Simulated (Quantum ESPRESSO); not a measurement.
pw.x input (Quantum ESPRESSO 7.5; PBEsol, PseudoDojo standard norm-conserving files, scalar-relativistic):

```
&CONTROL
  calculation = 'scf'
  pseudo_dir = './pseudo'
  outdir = './out'
  tprnfor = .true.
  tstress = .true.
/
&SYSTEM
  ibrav = 0
  nat = 9
  ntyp = 3
  ecutwfc = 90.0
  ecutrho = 360.0
  occupations = 'smearing'
  smearing = 'fd'
  degauss = 0.002
  nbnd = 25
/
&ELECTRONS
  conv_thr = 9e-10
/
ATOMIC_SPECIES
H 1.0080 H.upf
Fe 55.8450 Fe.upf
Sr 87.6200 Sr.upf
CELL_PARAMETERS angstrom
  0.000000000000   3.707650000000   3.707650000000
  3.707650000000   0.000000000000   3.707650000000
  3.707650000000   3.707650000000   0.000000000000
ATOMIC_POSITIONS crystal
H   0.782460000000   0.782460000000   0.217540000000
H   0.217540000000   0.217540000000   0.782460000000
H   0.217540000000   0.782460000000   0.782460000000
H   0.782460000000   0.217540000000   0.217540000000
H   0.782460000000   0.217540000000   0.782460000000
H   0.217540000000   0.782460000000   0.217540000000
Fe   0.000000000000   0.000000000000   0.000000000000
Sr   0.750000000000   0.750000000000   0.750000000000
Sr   0.250000000000   0.250000000000   0.250000000000
K_POINTS automatic
6 6 6 0 0 0
```

End of the output:

```
     total energy              =    -394.49622180 Ry
     estimated scf accuracy    <       0.00000563 Ry
     total energy              =    -394.49622258 Ry
     estimated scf accuracy    <       0.00000008 Ry
     total energy              =    -394.49622264 Ry
     estimated scf accuracy    <          3.8E-09 Ry
[...]
     the Fermi energy is     7.7223 ev
!    total energy              =    -394.49622264 Ry
     estimated scf accuracy    <          3.1E-11 Ry
     smearing contrib. (-TS)   =      -0.00000000 Ry
     internal energy E=F+TS    =    -394.49622264 Ry
     The total energy is F=E-TS. E is the sum of the following terms:
     one-electron contribution =    -249.11374939 Ry
     hartree contribution      =     136.78905329 Ry
     xc contribution           =     -72.74746413 Ry
     ewald contribution        =    -209.42406241 Ry
     convergence has been achieved in  12 iterations
     Forces acting on atoms (cartesian axes, Ry/au):
     atom    1 type  1   force =    -0.00000000    0.00000000    0.00389538
     atom    2 type  1   force =     0.00000000    0.00000000   -0.00389538
     atom    3 type  1   force =     0.00389538    0.00000000    0.00000000
     atom    4 type  1   force =    -0.00389538   -0.00000000    0.00000000
     atom    5 type  1   force =     0.00000000    0.00389538    0.00000000
     atom    6 type  1   force =     0.00000000   -0.00389538    0.00000000
     atom    7 type  2   force =     0.00000000   -0.00000000    0.00000000
     atom    8 type  3   force =     0.00000000   -0.00000000    0.00000000
     atom    9 type  3   force =     0.00000000    0.00000000   -0.00000000
     Total force =     0.009542     Total SCF correction =     0.000001
     Computing stress (Cartesian axis) and pressure
          total   stress  (Ry/bohr**3)                   (kbar)     P=      -20.29
  -0.00013791   0.00000000  -0.00000000          -20.29        0.00       -0.00
  -0.00000000  -0.00013791   0.00000000           -0.00      -20.29        0.00
  -0.00000000   0.00000000  -0.00013791           -0.00        0.00      -20.29
```
In a gapped system the printed Fermi energy is only some level inside the gap.

Geometry of the Materials Project entry, not relaxed at this level.

The runs are not spin-polarised; magnetic order was not tried.
